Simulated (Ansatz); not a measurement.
## SnSe: energy along a strain

SnSe, Pnma, a = 11.679 Å, b = 4.126 Å, c = 4.693 Å. Ansatz: r2SCAN, PAW, 500 eV, Γ-centred 4×8×6 mesh on 8 atoms, Gaussian smearing 0.05 eV; no spin polarisation. Cell vectors (Å): 11.679 0.000 0.000; 0.000 4.126 0.000; 0.000 0.000 4.693. The cell is strained by x per cent times the pattern (1 0 0 0 0 0) in the order xx yy zz yz xz xy (engineering shears), with fractional coordinates held. y is the free energy over the start, V0 = 28.269 Å³/atom.

```
x (%) y (meV/atom)
-6.00             ?
-3.00          9.48
 0.00          0.00
 1.50          2.03
 4.50         16.33
 6.00         27.45
```

Question: Fit y = c2 x² + c3 x³ to the other rows, get the stiffness along the pattern, and predict the missing energy.

Answer: Least squares on the rows shown. y = 0.95414 x² − 0.032088 x³. The clamped-ion stiffness p·C·p = 2 × 9.541 eV × 160.2 / 28.269 Å³ = 108 GPa, which is C11 in these axes. At x = -6.00 the fit asked for gives 41.28 meV/atom. The run gave 42.32 meV/atom, so the fit is 1.04 meV/atom too low, 2.5 % of the span of the series, against an rms of 0.04 meV/atom on the fitted rows. The row lies outside the fitted range. With a term in x⁴ added, a fit to the same known rows predicts 41.93 meV/atom, so most of the miss is curvature that the known rows already hold.

Cost: 6 runs of about 9.3 core-minutes in all, on Oxide Virtual Turin-like Processor (Zen 5) (shared hosts).